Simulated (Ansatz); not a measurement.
# Strain response of Ti2Ga

All numbers below come from DFT r2SCAN, scalar-relativistic, plane waves, PAW in Ansatz. (500 eV cutoff, 12×12×8 k-mesh, Gaussian smearing of 0.10 eV, no spin polarisation)

The relaxed crystal:

```
CELL_PARAMETERS angstrom
4.50178 0.00000 0.00000
-2.25089 3.89865 0.00000
0.00000 0.00000 5.45551
ATOMIC_POSITIONS crystal
Ti 0.33333 0.66667 0.75000
Ti 0.66667 0.33333 0.25000
Ti 0.00000 0.00000 0.00000
Ti 0.00000 0.00000 0.50000
Ga 0.33333 0.66667 0.25000
Ga 0.66667 0.33333 0.75000
```

Deformation: all cell vectors scaled alike, the atoms relaxed, all within the symmetry that the strain leaves. Energies are extrapolated to zero smearing.

| strain (%) | ΔE (meV/atom) | a (Å) | b (Å) | c (Å) |
| --- | --- | --- | --- | --- |
| -6.0 | 250.1 | 4.232 | 4.232 | 5.128 |
| -4.0 | 104.3 | 4.322 | 4.322 | 5.237 |
| -2.0 | 24.4 | 4.412 | 4.412 | 5.346 |
| +0.0 | 0.0 | 4.502 | 4.502 | 5.456 |
| +2.0 | 22.1 | 4.592 | 4.592 | 5.565 |
| +4.0 | 82.8 | 4.682 | 4.682 | 5.674 |
| +6.0 | 175.6 | 4.772 | 4.772 | 5.783 |

(1) What stiffness (1/V) d²E/dε² at zero strain does a cubic fit over all points give?

## Answers

(1) A cubic fit gives (1/V) d²E/dε² = 1189 GPa at zero strain (nine times the bulk modulus at fixed shape).